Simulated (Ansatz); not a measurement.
Pt (fcc, Cu type)

```cif
data_Pt4
_chemical_formula_sum 'Pt4'
_space_group_name_H-M_alt 'Fm-3m'
_space_group_IT_number 225
_space_group_name_Hall '-F 4 2 3'
_cell_length_a 3.94001
_cell_length_b 3.94001
_cell_length_c 3.94001
_cell_angle_alpha 90.000
_cell_angle_beta 90.000
_cell_angle_gamma 90.000
loop_
_atom_site_label
_atom_site_type_symbol
_atom_site_symmetry_multiplicity
_atom_site_Wyckoff_symbol
_atom_site_fract_x
_atom_site_fract_y
_atom_site_fract_z
_atom_site_occupancy
Pt1 Pt 4 a 0.00000 0.00000 0.00000 1
```
(The calculation used a cell of 1 atom; values per cell refer to that cell.)

The relaxed cell is deformed in two ways at once: its volume V is scaled, and at that volume it is stretched along z (the c axis of the conventional cell) so that c/a changes. Fractional atomic positions are held.

Method: r2SCAN (plane waves to 500 eV, PAW, scalar-relativistic; Ansatz, a first-principles code). k mesh 20×20×20 (Γ-centred), Fermi-Dirac smearing 0.05 eV. Stress and pressure are positive under compression. With partly filled bands, the response to shear is sensitive to the k mesh, so small differences along c/a are uncertain. Pt is run without spin polarisation. Pt was relaxed with its symmetry unable to fall. Spin-orbit coupling is left out, though Pt is heavy. The PAW data are Ansatz's earlier set. 

**Question.** Predict the σzz (GPa) at all points of the grid V/V₀ = 0.920, 0.947, 0.973, 1.000, 1.027, 1.053, 1.080 by (c/a)/(c/a)₀ = 0.960, 0.973, 0.987, 1.000, 1.013, 1.027, 1.040.

**Answer.** σzz (GPa), with V/V₀ across and (c/a)/(c/a)₀ down:

```csv
(c/a)/(c/a)₀ \ V/V₀,0.920,0.947,0.973,1.000,1.027,1.053,1.080
0.960,31.2,19.8,10.2,2.0,-4.9,-10.7,-15.5
0.973,30.4,19.1,9.5,1.4,-5.4,-11.1,-15.9
0.987,29.5,18.2,8.8,0.8,-6.0,-11.6,-16.4
1.000,28.4,17.3,7.9,0.0,-6.6,-12.2,-16.9
1.013,27.1,16.2,6.9,-0.8,-7.4,-12.8,-17.4
1.027,25.8,15.0,5.9,-1.7,-8.1,-13.5,-18.0
1.040,24.6,13.9,5.0,-2.6,-8.9,-14.2,-18.6
```

(Under strain, the slope of the energy per volume gives the stress and its curvature an elastic modulus.)
